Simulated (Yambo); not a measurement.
Yambo run on TiO$_{2}$ (space group Pbcn, No. 60). The wavefunctions are norm-conserving PBEsol (Quantum ESPRESSO, 84 Ry, no spin-orbit coupling) ones on a 4×2×2 mesh (48 occupied bands); a = 4.545 Å, b = 5.520 Å, c = 4.909 Å, α = β = γ = 90.00°.

Yambo input:

```
rim_cut
gw0
dyson
el_el_corr
HF_and_locXC
ppa
em1d
RandQpts= 1000000
RandGvec= 1 Ry
EXXRLvcs= 84 Ry
VXCRLvcs= 336 Ry
Chimod= "HARTREE"
% BndsRnXp
 5 | 253 |
%
NGsBlkXp= 8 Ry
% LongDrXp
 1.0 | 1.0 | 1.0 |
%
PPAPntXp= 10 eV
% GbndRnge
 1 | 253 |
%
GTermKind= "BG"
DysSolver= "n"
ExtendOut
% QPkrange
 1 | 1 | 48 | 49 |
 2 | 2 | 49 | 49 |
%
```

k points by index: 1 = Γ, 2 = (0, 0, -0.5).

Table of the .qp output:

```
#    K-point    Band    Eo [eV]    E [eV]    E-Eo [eV]    Vxc [eV]    Vnlxc [eV]    Sc|Eo [eV]    Sc|E [eV]    dSc/dw|Eo [eV]    Re(Z)    Im(Z)
#
    1    48    0.000000    -0.086635    -0.086635    -19.98078    -24.72161    4.620631    4.654188    -10.51542    0.721268    -0.002085
    1    49    2.673486    4.040720    1.367234    -20.26592    -12.32521    -6.053228    -6.573473    -10.35169    0.724410    -0.002468
    2    49    2.603290    3.902303    1.299014    -19.82014    -12.27106    -5.765904    -6.250067    -10.13978    0.728521    -0.002355
```
(The two width columns are left out.) Convergence of these settings isn't established.

Geometry of the Materials Project entry, not relaxed at this level.

This is not the ordinary phase of the substance; no match was found in the copy of COD used, and its stability was not checked.
